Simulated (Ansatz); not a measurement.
Input for Ansatz (plane-wave DFT, PAW):

```yaml
crystal:
  lattice:
    - [11.5117356765, 0.0, 0.0]
    - [0.0, 4.136173139, 0.0]
    - [0.0, 0.0, 4.4735613617]
  atoms:
    - { symbol: Sn, position: [0.1189729991, 0.25, 0.1131732387] }
    - { symbol: Sn, position: [0.3810270009, 0.75, 0.6131732387] }
    - { symbol: Sn, position: [0.6189729991, 0.25, 0.3868267613] }
    - { symbol: Sn, position: [0.8810270009, 0.75, 0.8868267613] }
    - { symbol: Se, position: [0.3557601798, 0.25, 0.0249233151] }
    - { symbol: Se, position: [0.1442398202, 0.75, 0.5249233151] }
    - { symbol: Se, position: [0.8557601798, 0.25, 0.4750766849] }
    - { symbol: Se, position: [0.6442398202, 0.75, 0.9750766849] }
basis:
  ecutwfc: 420
kpoints:
  mp_grid: { grid: [4, 6, 6] }
hamiltonian:
  xc: pbe
scf:
  occupations: { method: gaussian, width: 0.02 }
output:
  forces: true
  stress: true
  eigenvalues: true
relax:
  adjacent_minimum: "off"
  f_tol: 0.01
  max_steps: 30
  cell: { stress_tol: 0.1, fix: [volume] }
```

Launched with
```bash
ansatz run input.yaml --threads 2 --pin off --max-ram 5120MiB --backend cpu --events-out ev --progress --plain --runs-dir out
```

Method: DFT PBE, scalar-relativistic, plane waves, PAW (Ansatz 0.2.0).

Part of what the program printed, abridged (iterations and final results):

```
SCF iter   1: F=—  HF=-45976.592985 eV  |F-HF|=—  |Δ(HF+E_count)|=         —  Δρ=1.43e-3  dr2=5.32e-3  ethr=1.77e-3  ⟨swp⟩=6.6  Hψ=13072  notcnv=0  defer=7
SCF iter   2: F=—  HF=-45976.589979 eV  |F-HF|=—  |Δ(HF+E_count)|=   3.01e-3  Δρ=6.91e-4  dr2=9.29e-4  ethr=4.43e-6  ⟨swp⟩=2.0  Hψ=7095  notcnv=0  defer=274
SCF iter   3: F=—  HF=-45976.590273 eV  |F-HF|=—  |Δ(HF+E_count)|=   2.94e-4  Δρ=2.58e-4  dr2=9.80e-5  ethr=7.75e-7  ⟨swp⟩=2.0  Hψ=5255  notcnv=0  defer=274
SCF iter   4: F=—  HF=-45976.590366 eV  |F-HF|=—  |Δ(HF+E_count)|=   9.31e-5  Δρ=1.00e-4  dr2=1.68e-5  ethr=8.17e-8  ⟨swp⟩=2.0  Hψ=6050  notcnv=0  defer=274
SCF iter   5: F=—  HF=-45976.590376 eV  |F-HF|=—  |Δ(HF+E_count)|=   1.02e-5  Δρ=1.86e-5  dr2=7.19e-7  ethr=1.40e-8  ⟨swp⟩=2.0  Hψ=5090  notcnv=0  defer=274
SCF iter   6: F=-45976.590376 eV  HF=-45976.590376 eV  |F-HF|=7.70e-8  |Δ(HF+E_count)|=   1.25e-7  Δρ=7.51e-6  dr2=9.43e-8  ethr=8.33e-11  ⟨swp⟩=10.1  Hψ=17187  notcnv=0
SCF 1 converged in 6 iterations: F = -45976.590376 eV  dr2 = 9.43e-8
relax step   1: F+E_penalty+E_count = -45976.59037630 eV  Δ(F+E_penalty+E_count) = +0.000e0 eV  max|allowed force component| = 1.481e-1 eV/Å  Δτ_max = 0.0000 Å  P = +2.515 GPa  Ω = 213.007 Å³  fix = [volume]  reactions: volume +2.515 GPa (6 SCF iters, dr2 threshold 1.00e-7 eV, accepted)
Basis set: ecut = 420 eV, 4177 PW (Γ), exchange–correlation on 160×60×60 points (8 copies of the dense FFT grid, shifted against one another)
Initial density: handed on by an earlier stage of this run
Initial wavefunctions: those handed on with the density
SCF iter   1: F=—  HF=-45976.592880 eV  |F-HF|=—  |Δ(HF+E_count)|=         —  Δρ=5.83e-3  dr2=5.19e-2  ethr=4.31e-5  ⟨swp⟩=3.0  Hψ=16170  notcnv=0
SCF iter   2: F=—  HF=-45976.579635 eV  |F-HF|=—  |Δ(HF+E_count)|=   1.32e-2  Δρ=2.69e-3  dr2=9.40e-3  ethr=4.31e-5  ⟨swp⟩=3.1  Hψ=5907  notcnv=0
SCF iter   3: F=—  HF=-45976.578613 eV  |F-HF|=—  |Δ(HF+E_count)|=   1.02e-3  Δρ=5.92e-4  dr2=6.42e-4  ethr=7.84e-6  ⟨swp⟩=3.1  Hψ=6921  notcnv=0
SCF iter   4: F=—  HF=-45976.578825 eV  |F-HF|=—  |Δ(HF+E_count)|=   2.11e-4  Δρ=1.09e-4  dr2=2.66e-5  ethr=5.35e-7  ⟨swp⟩=2.0  Hψ=4452  notcnv=0
SCF iter   5: F=—  HF=-45976.578826 eV  |F-HF|=—  |Δ(HF+E_count)|=   1.79e-6  Δρ=3.41e-5  dr2=3.05e-6  ethr=2.22e-8  ⟨swp⟩=2.0  Hψ=6336  notcnv=0
SCF iter   6: F=-45976.578827 eV  HF=-45976.578826 eV  |F-HF|=3.45e-7  |Δ(HF+E_count)|=   7.30e-8  Δρ=1.44e-5  dr2=4.41e-7  ethr=6.67e-10  ⟨swp⟩=7.1  Hψ=15476  notcnv=0
SCF 2 converged in 6 iterations: F = -45976.578827 eV  dr2 = 4.41e-7
relax step   2: F+E_penalty+E_count = -45976.57882657 eV  Δ(F+E_penalty+E_count) = +1.155e-2 eV  max|allowed force component| = 1.978e-1 eV/Å  Δτ_max = 0.1135 Å  P = +1.264 GPa  Ω = 213.007 Å³  energy of the carried Pulay correction = -1.838e-17 eV  fix = [volume]  (6 SCF iters, dr2 threshold 8.00e-7 eV, rejected (line search))
Basis set: ecut = 420 eV, 4161 PW (Γ), exchange–correlation on 160×60×60 points (8 copies of the dense FFT grid, shifted against one another)
SCF iter   1: F=—  HF=-45976.614092 eV  |F-HF|=—  |Δ(HF+E_count)|=         —  Δρ=4.51e-3  dr2=2.99e-2  ethr=2.45e-5  ⟨swp⟩=2.9  Hψ=15565  notcnv=0
SCF iter   2: F=—  HF=-45976.605649 eV  |F-HF|=—  |Δ(HF+E_count)|=   8.44e-3  Δρ=2.03e-3  dr2=5.19e-3  ethr=2.45e-5  ⟨swp⟩=2.5  Hψ=5427  notcnv=0
SCF iter   3: F=—  HF=-45976.605019 eV  |F-HF|=—  |Δ(HF+E_count)|=   6.30e-4  Δρ=4.39e-4  dr2=3.62e-4  ethr=4.33e-6  ⟨swp⟩=2.4  Hψ=6914  notcnv=0
SCF iter   4: F=—  HF=-45976.605122 eV  |F-HF|=—  |Δ(HF+E_count)|=   1.03e-4  Δρ=7.90e-5  dr2=1.47e-5  ethr=3.02e-7  ⟨swp⟩=2.0  Hψ=4252  notcnv=0
SCF iter   5: F=—  HF=-45976.605189 eV  |F-HF|=—  |Δ(HF+E_count)|=   6.71e-5  Δρ=2.22e-5  dr2=1.45e-6  ethr=1.22e-8  ⟨swp⟩=2.0  Hψ=5376  notcnv=0
SCF iter   6: F=—  HF=-45976.605189 eV  |F-HF|=—  |Δ(HF+E_count)|=   3.41e-7  Δρ=7.74e-6  dr2=1.41e-7  ethr=1.21e-9  ⟨swp⟩=2.0  Hψ=6319  notcnv=0
SCF iter   7: F=—  HF=-45976.605189 eV  |F-HF|=—  |Δ(HF+E_count)|=   5.33e-8  Δρ=1.67e-6  dr2=6.27e-9  ethr=1.17e-10  ⟨swp⟩=2.0  Hψ=6336  notcnv=0
SCF iter   8: F=—  HF=-45976.605189 eV  |F-HF|=—  |Δ(HF+E_count)|=   3.54e-9  Δρ=5.91e-7  dr2=8.06e-10  ethr=5.23e-12  ⟨swp⟩=2.0  Hψ=6336  notcnv=0
SCF iter   9: F=-45976.605189 eV  HF=-45976.605189 eV  |F-HF|=7.28e-11  |Δ(HF+E_count)|=  3.93e-10  Δρ=1.65e-7  dr2=6.59e-11  ethr=1.00e-12  ⟨swp⟩=5.0  Hψ=12555  notcnv=0
SCF 3 converged in 9 iterations: F = -45976.605189 eV  dr2 = 6.59e-11
relax step   3: F+E_penalty+E_count = -45976.60518897 eV  Δ(F+E_penalty+E_count) = -1.481e-2 eV  max|allowed force component| = 1.671e-2 eV/Å  Δτ_max = 0.0375 Å  P = +1.867 GPa  Ω = 213.007 Å³  energy of the carried Pulay correction = -6.128e-18 eV  fix = [volume]  reactions: volume +1.867 GPa (9 SCF iters, accepted)
Basis set: ecut = 420 eV, 4147 PW (Γ), exchange–correlation on 160×60×60 points (8 copies of the dense FFT grid, shifted against one another)
SCF iter   1: F=—  HF=-45976.606480 eV  |F-HF|=—  |Δ(HF+E_count)|=         —  Δρ=7.92e-4  dr2=1.68e-3  ethr=1.30e-6  ⟨swp⟩=2.9  Hψ=18176  notcnv=0
SCF iter   2: F=—  HF=-45976.606194 eV  |F-HF|=—  |Δ(HF+E_count)|=   2.87e-4  Δρ=3.77e-4  dr2=3.01e-4  ethr=1.30e-6  ⟨swp⟩=3.0  Hψ=5388  notcnv=0
SCF iter   3: F=—  HF=-45976.606193 eV  |F-HF|=—  |Δ(HF+E_count)|=   7.06e-7  Δρ=1.16e-4  dr2=3.12e-5  ethr=2.51e-7  ⟨swp⟩=2.4  Hψ=4711  notcnv=0
SCF iter   4: F=—  HF=-45976.606282 eV  |F-HF|=—  |Δ(HF+E_count)|=   8.89e-5  Δρ=1.87e-5  dr2=8.47e-7  ethr=2.60e-8  ⟨swp⟩=2.0  Hψ=4224  notcnv=0
SCF iter   5: F=—  HF=-45976.606282 eV  |F-HF|=—  |Δ(HF+E_count)|=   3.40e-7  Δρ=5.74e-6  dr2=6.93e-8  ethr=7.06e-10  ⟨swp⟩=2.0  Hψ=5376  notcnv=0
SCF iter   6: F=-45976.606282 eV  HF=-45976.606282 eV  |F-HF|=1.02e-9  |Δ(HF+E_count)|=   4.59e-8  Δρ=1.71e-6  dr2=7.03e-9  ethr=2.95e-11  ⟨swp⟩=5.8  Hψ=12129  notcnv=0
SCF 4 converged in 6 iterations: F = -45976.606282 eV  dr2 = 7.03e-9
relax step   4: F+E_penalty+E_count = -45976.60628219 eV  Δ(F+E_penalty+E_count) = -1.093e-3 eV  max|allowed force component| = 2.568e-2 eV/Å  Δτ_max = 0.0184 Å  P = +1.734 GPa  Ω = 213.007 Å³  fix = [volume]  reactions: volume +1.734 GPa (6 SCF iters, dr2 threshold 3.54e-8 eV, accepted)
Basis set: ecut = 420 eV, 4137 PW (Γ), exchange–correlation on 160×60×60 points (8 copies of the dense FFT grid, shifted against one another)
SCF iter   1: F=—  HF=-45976.607132 eV  |F-HF|=—  |Δ(HF+E_count)|=         —  Δρ=3.15e-4  dr2=1.82e-4  ethr=1.53e-7  ⟨swp⟩=3.0  Hψ=15322  notcnv=0
SCF iter   2: F=—  HF=-45976.607089 eV  |F-HF|=—  |Δ(HF+E_count)|=   4.34e-5  Δρ=1.46e-4  dr2=3.55e-5  ethr=1.52e-7  ⟨swp⟩=2.9  Hψ=5305  notcnv=0
SCF iter   3: F=—  HF=-45976.607151 eV  |F-HF|=—  |Δ(HF+E_count)|=   6.18e-5  Δρ=3.26e-5  dr2=2.52e-6  ethr=2.96e-8  ⟨swp⟩=2.9  Hψ=6204  notcnv=0
SCF iter   4: F=—  HF=-45976.607152 eV  |F-HF|=—  |Δ(HF+E_count)|=   7.14e-7  Δρ=8.14e-6  dr2=1.79e-7  ethr=2.10e-9  ⟨swp⟩=2.0  Hψ=4426  notcnv=0
SCF iter   5: F=-45976.607152 eV  HF=-45976.607152 eV  |F-HF|=6.52e-9  |Δ(HF+E_count)|=   3.04e-8  Δρ=2.02e-6  dr2=8.79e-9  ethr=1.49e-10  ⟨swp⟩=2.0  Hψ=5376  notcnv=0
SCF iter   6: F=-45976.607152 eV  HF=-45976.607152 eV  |F-HF|=5.97e-10  |Δ(HF+E_count)|=   9.12e-9  Δρ=6.98e-7  dr2=1.13e-9  ethr=7.33e-12  ⟨swp⟩=2.2  Hψ=12326  notcnv=0
SCF 5 converged in 6 iterations: F = -45976.607152 eV  dr2 = 1.13e-9
relax step   5: F+E_penalty+E_count = -45976.60715155 eV  Δ(F+E_penalty+E_count) = -8.694e-4 eV  max|allowed force component| = 1.249e-2 eV/Å  Δτ_max = 0.0051 Å  P = +1.777 GPa  Ω = 213.007 Å³  fix = [volume]  reactions: volume +1.777 GPa (6 SCF iters, dr2 threshold 4.16e-8 eV, accepted)
SCF iter   1: F=—  HF=-45976.607688 eV  |F-HF|=—  |Δ(HF+E_count)|=         —  Δρ=5.59e-4  dr2=7.76e-4  ethr=6.31e-7  ⟨swp⟩=3.0  Hψ=14567  notcnv=0
SCF iter   2: F=—  HF=-45976.607503 eV  |F-HF|=—  |Δ(HF+E_count)|=   1.85e-4  Δρ=2.22e-4  dr2=6.21e-5  ethr=6.31e-7  ⟨swp⟩=2.0  Hψ=5376  notcnv=0
SCF iter   3: F=—  HF=-45976.607578 eV  |F-HF|=—  |Δ(HF+E_count)|=   7.54e-5  Δρ=8.20e-5  dr2=8.66e-6  ethr=5.18e-8  ⟨swp⟩=2.1  Hψ=5164  notcnv=0
SCF iter   4: F=—  HF=-45976.607584 eV  |F-HF|=—  |Δ(HF+E_count)|=   5.77e-6  Δρ=1.02e-5  dr2=2.50e-7  ethr=7.21e-9  ⟨swp⟩=2.0  Hψ=4218  notcnv=0
SCF iter   5: F=—  HF=-45976.607584 eV  |F-HF|=—  |Δ(HF+E_count)|=   4.27e-8  Δρ=2.73e-6  dr2=1.41e-8  ethr=2.08e-10  ⟨swp⟩=2.0  Hψ=6336  notcnv=0
SCF iter   6: F=-45976.607584 eV  HF=-45976.607584 eV  |F-HF|=1.03e-9  |Δ(HF+E_count)|=   1.11e-9  Δρ=1.00e-6  dr2=1.92e-9  ethr=8.13e-12  ⟨swp⟩=4.4  Hψ=12439  notcnv=0
SCF 6 converged in 6 iterations: F = -45976.607584 eV  dr2 = 1.92e-9
relax step   6: F+E_penalty+E_count = -45976.60758376 eV  Δ(F+E_penalty+E_count) = -4.322e-4 eV  max|allowed force component| = 1.153e-3 eV/Å  Δτ_max = 0.0149 Å  P = +1.774 GPa  Ω = 213.007 Å³  energy of the carried Pulay correction = -1.838e-17 eV  fix = [volume]  reactions: volume +1.774 GPa (6 SCF iters, dr2 threshold 9.75e-9 eV, accepted)
Initial wavefunctions: pseudopotential atomic-orbital guess (no wavefunctions were taken with the density)
SCF iter   1: F=—  HF=-45976.606689 eV  |F-HF|=—  |Δ(HF+E_count)|=         —  Δρ=1.70e-4  dr2=1.32e-6  ethr=2.10e-7  ⟨swp⟩=3.1  Hψ=21856  notcnv=0
SCF iter   2: F=—  HF=-45976.607384 eV  |F-HF|=—  |Δ(HF+E_count)|=   6.95e-4  Δρ=8.56e-5  dr2=3.34e-7  ethr=1.10e-9  ⟨swp⟩=2.1  Hψ=6102  notcnv=0
SCF iter   3: F=—  HF=-45976.607604 eV  |F-HF|=—  |Δ(HF+E_count)|=   2.20e-4  Δρ=1.18e-6  dr2=8.37e-10  ethr=2.79e-10  ⟨swp⟩=2.0  Hψ=4084  notcnv=0
SCF iter   4: F=-45976.607604 eV  HF=-45976.607604 eV  |F-HF|=1.60e-10  |Δ(HF+E_count)|=   2.11e-8  Δρ=2.46e-7  dr2=7.96e-11  ethr=1.00e-12  ⟨swp⟩=2.0  Hψ=6336  notcnv=0
SCF iter   5: F=-45976.607604 eV  HF=-45976.607604 eV  |F-HF|=1.46e-11  |Δ(HF+E_count)|=  1.60e-10  Δρ=1.01e-7  dr2=1.86e-11  ethr=1.00e-12  ⟨swp⟩=1.0  Hψ=3456  notcnv=0
SCF iter   6: F=-45976.607604 eV  HF=-45976.607604 eV  |F-HF|=7.28e-12  |Δ(HF+E_count)|=  2.91e-11  Δρ=2.95e-8  dr2=2.54e-12  ethr=1.00e-12  ⟨swp⟩=1.0  Hψ=3456  notcnv=0
SCF iter   7: F=-45976.607604 eV  HF=-45976.607604 eV  |F-HF|=7.28e-12  |Δ(HF+E_count)|=  2.18e-11  Δρ=9.81e-9  dr2=1.70e-13  ethr=1.00e-12  ⟨swp⟩=1.0  Hψ=3456  notcnv=0
SCF iter   8: F=-45976.607604 eV  HF=-45976.607604 eV  |F-HF|=0.00e0  |Δ(HF+E_count)|=  7.28e-12  Δρ=3.27e-9  dr2=2.37e-14  ethr=1.00e-12  ⟨swp⟩=1.8  Hψ=7630  notcnv=0
SCF 7 converged in 8 iterations: F = -45976.607604 eV  dr2 = 2.37e-14
SCF converged after 8 iterations
Free energy (F): -45976.607604 eV
Harris-Foulkes:  -45976.607604 eV  (|F-HF|=0.00e0)
Internal energy: -45976.607604 eV  (E = F + TS)
E sigma→0 (E₀):  -45976.607604 eV
Fermi energy:    9.314796 eV
--- Per-component energies (eV) ---
  E_band       = -1874.645093
  E_kinetic    = 1216.225276
  E_local      = -13200.124605  (includes V_loc(G=0)·N_el)
  E_nonlocal   = -2513.906944
  E_hartree    = 6965.182616
  E_xc         = -1950.168439
  E_vxc        = -779.570989  (∫ρ·V_xc dr)
  E_paw        = -24179.640504  (= ΣΔE_a)
  E_vpaw       = -527.630724  (= ΣTr[D̂ρ^β])
  E_aug_tail   = -0.002349  (compensation charges beyond the density's cutoff)
  E_ewald      = -12314.172655
  E_smearing   =  0.000000  (= −TS)
--- Forces (eV/Å), atoms counted from 1 ---
  atom   1  Sn     0.00116816     0.00000000    -0.00097174
  atom   2  Sn    -0.00116816     0.00000000    -0.00097174
  atom   3  Sn     0.00116816     0.00000000     0.00097174
  atom   4  Sn    -0.00116816     0.00000000     0.00097174
  atom   5  Se     0.00038991     0.00000000    -0.00010051
  atom   6  Se    -0.00038991     0.00000000    -0.00010051
  atom   7  Se     0.00038991     0.00000000     0.00010051
  atom   8  Se    -0.00038991     0.00000000     0.00010051
--- Stress (GPa, compression-positive) ---
        1.772379       0.000000       0.000000
        0.000000       1.774878       0.000000
        0.000000       0.000000       1.770347
  P = ⅓ Tr σ = 1.7725 GPa (17.725 kbar)
--- Band table (eV; the first three rows and the last of 48) ---
  k-point 0: bands = ["-38.3206", "-38.3205", "-38.3205", "-38.3205", "-38.3191", "-38.3190", "-38.3189", "-38.3189", "-38.3022", "-38.3021", "-38.3021", "-38.3019", "-38.2998", "-38.2997", "-38.2997", "-38.2995", "-38.2942", "-38.2942", "-38.2940", "-38.2939", "-12.3133", "-12.3004", "-12.2992", "-12.2949", "-12.2939", "-12.2906", "-12.2877", "-12.2875", "-12.2824", "-12.2812", "-12.2786", "-12.2768", "-12.2667", "-12.2636", "-12.2493", "-12.2438", "-12.2403", "-12.2360", "-12.2303", "-12.2222", "-4.7044", "-4.3504", "-3.7104", "-3.2126", "1.9180", "3.0312", "3.4863", "4.0159", "4.2364", "5.7048", "5.7118", "5.7988", "6.2170", "6.2182", "6.7550", "7.1980", "7.4590", "7.7959", "8.3379", "8.4 ...
  k-point 1: bands = ["-38.3206", "-38.3205", "-38.3205", "-38.3205", "-38.3191", "-38.3190", "-38.3189", "-38.3189", "-38.3022", "-38.3020", "-38.3020", "-38.3019", "-38.2998", "-38.2997", "-38.2997", "-38.2995", "-38.2942", "-38.2941", "-38.2940", "-38.2940", "-12.3118", "-12.2994", "-12.2991", "-12.2954", "-12.2941", "-12.2927", "-12.2881", "-12.2872", "-12.2818", "-12.2802", "-12.2772", "-12.2753", "-12.2657", "-12.2637", "-12.2495", "-12.2431", "-12.2414", "-12.2367", "-12.2298", "-12.2227", "-4.5868", "-4.2434", "-3.6865", "-3.2321", "1.5203", "2.7525", "2.8668", "3.6315", "4.2147", "5.8425", "5.8876", "6.3791", "6.3829", "6.8520", "6.8816", "7.4310", "7.5317", "8.0791", "8.2982", "8.5 ...
  k-point 2: bands = ["-38.3206", "-38.3205", "-38.3205", "-38.3205", "-38.3190", "-38.3190", "-38.3190", "-38.3189", "-38.3021", "-38.3021", "-38.3020", "-38.3019", "-38.2998", "-38.2997", "-38.2996", "-38.2996", "-38.2942", "-38.2941", "-38.2941", "-38.2940", "-12.3080", "-12.3007", "-12.2980", "-12.2966", "-12.2966", "-12.2932", "-12.2894", "-12.2880", "-12.2818", "-12.2784", "-12.2743", "-12.2689", "-12.2659", "-12.2629", "-12.2489", "-12.2438", "-12.2415", "-12.2382", "-12.2283", "-12.2242", "-4.2754", "-3.9580", "-3.7007", "-3.3410", "0.9917", "1.7518", "2.3407", "2.9046", "4.6471", "6.0519", "6.3847", "6.8261", "7.1121", "7.1707", "7.2906", "7.5983", "7.8736", "8.3557", "8.5574", "9.0 ...
  k-point 47: bands = ["-38.3206", "-38.3206", "-38.3206", "-38.3206", "-38.3189", "-38.3189", "-38.3189", "-38.3189", "-38.3020", "-38.3020", "-38.3020", "-38.3020", "-38.2997", "-38.2997", "-38.2997", "-38.2997", "-38.2940", "-38.2940", "-38.2940", "-38.2940", "-12.3136", "-12.3136", "-12.3136", "-12.3136", "-12.2853", "-12.2853", "-12.2853", "-12.2853", "-12.2743", "-12.2743", "-12.2743", "-12.2743", "-12.2518", "-12.2518", "-12.2518", "-12.2518", "-12.2316", "-12.2316", "-12.2316", "-12.2316", "-3.3906", "-3.3906", "-3.3906", "-3.3906", "2.3777", "2.3777", "2.3777", "2.3777", "4.4170", "4.4170", "4.4170", "4.4170", "5.2816", "5.2816", "5.2816", "5.2816", "7.4800", "7.4800", "7.4800", "7. ...
--- Relaxed structure (6 steps of the walk, 5 accepted, 1 SCFs on fresh bases) ---
  F+E_penalty+E_count = -45976.60760411 eV   max|allowed force component| = 1.168e-3 eV/Å   (the final SCF, on the basis selected at the relaxed cell)
  cell:  # Å, volume = 213.0065 Å³
    - [11.53786872, 0.0, 0.0]
    - [0.0, 4.17781465, 0.0]
    - [0.0, 0.0, 4.41894051]
  atoms:
    - { symbol: Sn, position: [0.11843298, 0.24999999, 0.10044541] }
    - { symbol: Sn, position: [0.38156701, 0.74999999, 0.60044541] }
    - { symbol: Sn, position: [0.61843298, 0.24999999, 0.39955458] }
    - { symbol: Sn, position: [0.88156701, 0.74999999, 0.89955458] }
    - { symbol: Se, position: [0.35690162, 0.24999999, 0.02351299] }
    - { symbol: Se, position: [0.14309837, 0.74999999, 0.52351299] }
    - { symbol: Se, position: [0.85690162, 0.24999999, 0.47648700] }
    - { symbol: Se, position: [0.64309837, 0.74999999, 0.97648700] }
```

The relaxation met its thresholds.

The run took 110 s on 2 threads of Intel(R) Xeon(R) Platinum 8488C (Sapphire Rapids) (shared host), peak memory 0.93 GiB.